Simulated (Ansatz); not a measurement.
Consider the following.

CuI:
```
CELL_PARAMETERS angstrom
      3.84168     0.00000     0.00000
     -1.92084     3.32699     0.00000
      0.00000     0.00000     3.58885
ATOMIC_POSITIONS crystal
  Cu 0.00000 0.00000 0.00000
  I  0.66667 0.33333 0.50000
```

This is the PBEsol-relaxed structure. Tensor components refer to the Cartesian frame of this cell.

Task: All from plane-wave PAW PBEsol (Ansatz code), unless another level is named. Give the bulk modulus (Birch–Murnaghan fit).

Result: 49.9 GPa.

Task: What about the highest zone-centre frequency?

Result: 24 cm⁻¹.

Task: Give the elastic constants (relaxed ions, GPa).

Result: C11 = 80.3, C12 = 31.5, C13 = 26.5, C33 = 123, C44 = -22.3.

Space group P-6m2. The cell is a constructed one: a structure type filled with these elements; neither database checked (COD, Materials Project) lists it. It is not the phase usual at ambient conditions (space group No. 216). Symmetry was held in the PBEsol relaxation. At this level the phase is mechanically unstable. The run is not spin-polarised. As this level gives no gap, shear constants depend on the k-mesh and smearing (Fermi–Dirac, 0.1 eV here). As this level gives no gap, phonon frequencies hold no LO–TO term and depend on the k-mesh and smearing (Fermi–Dirac, 0.1 eV here). Scalar-relativistic: spin–orbit coupling is off unless named, which matters more the heavier the elements.

Potentials: the later of the program's two PAW sets.
